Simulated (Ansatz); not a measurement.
Molecular dynamics on a 2×2×2 supercell (16 atoms) of InAs (zincblende), relaxed with r2SCAN. Forces come from r2SCAN in the PAW code Ansatz: constant energy and volume (NVE), velocities drawn at 600 K, steps of 1 fs. Computed, non-magnetic; the trajectory is short and the cell small, so nothing here is a converged average.

```yaml
crystal:
  lattice:
    - [0.0, 6.1091809311, 6.1091809311]
    - [6.1091809311, 0.0, 6.1091809311]
    - [6.1091809311, 6.1091809311, 0.0]
  atoms:
    - { symbol: In, position: [0.0, 0.0, 0.0] }
    - { symbol: As, position: [0.125, 0.125, 0.125] }
    - { symbol: In, position: [0.0, 0.0, 0.5] }
    - { symbol: As, position: [0.125, 0.125, 0.625] }
    - { symbol: In, position: [0.0, 0.5, 0.0] }
    - { symbol: As, position: [0.125, 0.625, 0.125] }
    - { symbol: In, position: [0.0, 0.5, 0.5] }
    - { symbol: As, position: [0.125, 0.625, 0.625] }
    - { symbol: In, position: [0.5, 0.0, 0.0] }
    - { symbol: As, position: [0.625, 0.125, 0.125] }
    - { symbol: In, position: [0.5, 0.0, 0.5] }
    - { symbol: As, position: [0.625, 0.125, 0.625] }
    - { symbol: In, position: [0.5, 0.5, 0.0] }
    - { symbol: As, position: [0.625, 0.625, 0.125] }
    - { symbol: In, position: [0.5, 0.5, 0.5] }
    - { symbol: As, position: [0.625, 0.625, 0.625] }
kpoints:
  mp_grid: { grid: [2, 2, 2] }
hamiltonian:
  xc: r2scan
scf:
  occupations: { method: fermi_dirac, width: 0.052 }
md:
  ensemble: nve
  temperature: 600
  timestep: 1.0
  n_steps: 20
  initial_velocities: maxwell_boltzmann
  seed: 2822
```

Run as `ansatz run input.yaml --threads 4 --pin off --max-ram 3686MiB --backend cpu --events-out ev --progress --plain --runs-dir out`.

**Question.** It ran on 4 threads of Arm Neoverse V1, with other jobs on the host, load about 0.9 per core. About how long did it take, and what peak of host memory did it reach?

**Answer.** About 5.6 min, with a peak of 2.9 GiB.

| step | t (fs) | T (K) | free energy F from step 0 (meV/atom) | kinetic energy (meV/atom) | largest force (eV/Å) |
| --- | --- | --- | --- | --- | --- |
| 0 | 0 | 600 | 0.0 | 72.7 | 0.00 |
| 1 | 1 | 599 | 0.1 | 72.6 | 0.06 |
| 2 | 2 | 598 | 0.2 | 72.5 | 0.12 |
| 3 | 3 | 595 | 0.6 | 72.2 | 0.19 |
| 4 | 4 | 592 | 1.0 | 71.7 | 0.25 |
| 5 | 5 | 587 | 1.5 | 71.2 | 0.31 |
| 6 | 6 | 582 | 2.2 | 70.5 | 0.38 |
| 7 | 7 | 576 | 3.0 | 69.8 | 0.44 |
| 8 | 8 | 568 | 3.8 | 68.9 | 0.50 |
| 9 | 9 | 560 | 4.8 | 67.9 | 0.57 |
| 10 | 10 | 551 | 5.9 | 66.8 | 0.63 |
| 11 | 11 | 542 | 7.1 | 65.6 | 0.69 |
| 12 | 12 | 531 | 8.3 | 64.4 | 0.76 |
| 13 | 13 | 520 | 9.7 | 63.0 | 0.82 |
| 14 | 14 | 509 | 11.1 | 61.6 | 0.88 |
| 15 | 15 | 496 | 12.6 | 60.1 | 0.94 |
| 16 | 16 | 484 | 14.1 | 58.6 | 1.00 |
| 17 | 17 | 471 | 15.7 | 57.0 | 1.05 |
| 18 | 18 | 457 | 17.3 | 55.4 | 1.11 |
| 19 | 19 | 443 | 19.0 | 53.7 | 1.17 |
| 20 | 20 | 430 | 20.7 | 52.1 | 1.22 |

The temperature goes from 600 K to 430 K in 20 fs. The conserved energy stays within 0.01 meV an atom. By the last step the atoms have moved 0.07 Å in the root mean square, the drift of the whole cell taken out, 0.12 Å at most.

Positions (Å) and forces (eV/Å) at step 20:
```
In  -0.011   0.030  -0.081    -0.177  -0.056   0.467
As   1.550   1.597   1.481    -0.585  -0.689   0.189
In   3.065   3.036   0.044     0.422   0.749  -0.533
As   4.596   4.599   1.594     0.209  -0.034  -0.487
In   3.004   0.050   3.035     0.358  -0.433  -0.075
As   4.534   1.638   4.582     0.317  -1.103  -0.409
In   6.147   2.987   3.062    -0.221   0.541  -0.197
As   7.604   4.566   4.543     0.431   0.235   0.438
In  -0.015   3.038   3.043    -0.111  -0.131  -0.061
As   1.504   4.509   4.583    -0.203   0.380   0.098
In   3.012   6.049   3.105     0.437   0.280   0.096
As   4.640   7.620   4.639    -0.670   0.180  -0.481
In   3.050   3.038   6.075    -0.132   0.437   0.728
As   4.633   4.547   7.592    -0.516   0.459   0.299
In   6.126   6.169   6.135     0.344  -0.615   0.046
As   7.682   7.640   7.672     0.096  -0.202  -0.118
```
